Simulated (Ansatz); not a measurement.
## Perovskite alloy of SrTiO3 and CaTiO3 (4 of 8 Sr sites exchanged), 40 atoms

Ansatz, PAW, plane waves. PBEsol relaxation of volume and atoms (shape held) at the single k point (¼, ¼, ¼) without its symmetry partners; single points on the relaxed atoms at the single k point (¼, ¼, ¼) without its symmetry partners, onto which points of the small cell's zone fold. Arrangement: random. No spin–orbit coupling unless named.

Relaxed structure:

```cif
data_structure
_symmetry_space_group_name_H-M 'P 1'
_symmetry_Int_Tables_number 1
_cell_length_a 7.7203
_cell_length_b 7.7203
_cell_length_c 7.7203
_cell_angle_alpha 90.000
_cell_angle_beta 90.000
_cell_angle_gamma 90.000
_cell_volume 460.16
loop_
_atom_site_label
_atom_site_type_symbol
_atom_site_fract_x
_atom_site_fract_y
_atom_site_fract_z
_atom_site_occupancy
Ca1 Ca 0.00661 0.99815 0.97157 1
Ca2 Ca 0.95364 0.99862 0.49836 1
Ca3 Ca 0.99940 0.49157 0.99758 1
Ca4 Ca 0.45102 0.49929 0.00105 1
Sr1 Sr 0.99123 0.49644 0.49779 1
Sr2 Sr 0.50839 0.99553 0.99970 1
Sr3 Sr 0.49518 0.99589 0.49767 1
Sr4 Sr 0.49041 0.49975 0.48999 1
Ti1 Ti 0.23825 0.24088 0.24771 1
Ti2 Ti 0.24288 0.24274 0.74270 1
Ti3 Ti 0.23530 0.75087 0.24720 1
Ti4 Ti 0.24030 0.74904 0.74288 1
Ti5 Ti 0.74634 0.24708 0.23920 1
Ti6 Ti 0.74123 0.25031 0.74891 1
Ti7 Ti 0.74821 0.74286 0.23812 1
Ti8 Ti 0.74403 0.74005 0.75042 1
O1 O 0.21320 0.25923 0.00340 1
O2 O 0.28839 0.24961 0.50318 1
O3 O 0.21421 0.74498 0.00288 1
O4 O 0.28500 0.75226 0.50330 1
O5 O 0.79855 0.22489 0.00253 1
O6 O 0.72823 0.27409 0.50451 1
O7 O 0.79365 0.78168 0.00244 1
O8 O 0.72950 0.73135 0.50474 1
O9 O 0.00488 0.22205 0.29328 1
O10 O 0.00554 0.21543 0.71843 1
O11 O 0.00382 0.78358 0.29119 1
O12 O 0.00459 0.79124 0.72056 1
O13 O 0.50761 0.28271 0.21523 1
O14 O 0.50577 0.28470 0.79125 1
O15 O 0.50745 0.72185 0.21786 1
O16 O 0.50573 0.71994 0.78892 1
O17 O 0.28483 0.00141 0.24100 1
O18 O 0.28468 0.00161 0.76656 1
O19 O 0.22764 0.50208 0.25433 1
O20 O 0.22240 0.50196 0.75232 1
O21 O 0.72684 0.00328 0.27434 1
O22 O 0.72532 0.00334 0.73417 1
O23 O 0.79422 0.50227 0.22970 1
O24 O 0.79691 0.50229 0.77471 1
```

Problem. What are the mean bond lengths by pair (pairs within 1.2 times the sum of covalent radii, less contacts 15 % beyond the pair's median; cation–cation pairs of compounds aside; long ionic contacts are cut short by that bound)?

Solution. Ca–O 2.522 ± 0.135 Å (standard deviation, 32 bonds); O–Sr 2.733 ± 0.180 Å (standard deviation, 46 bonds); O–Ti 1.962 ± 0.084 Å (standard deviation, 48 bonds).

Problem. What gap lies between the top filled and the lowest empty level in the single points?

Solution. HSE06 4.59 eV (19 s on NVIDIA H100). Away from Γ this isn't the crystal's band gap.
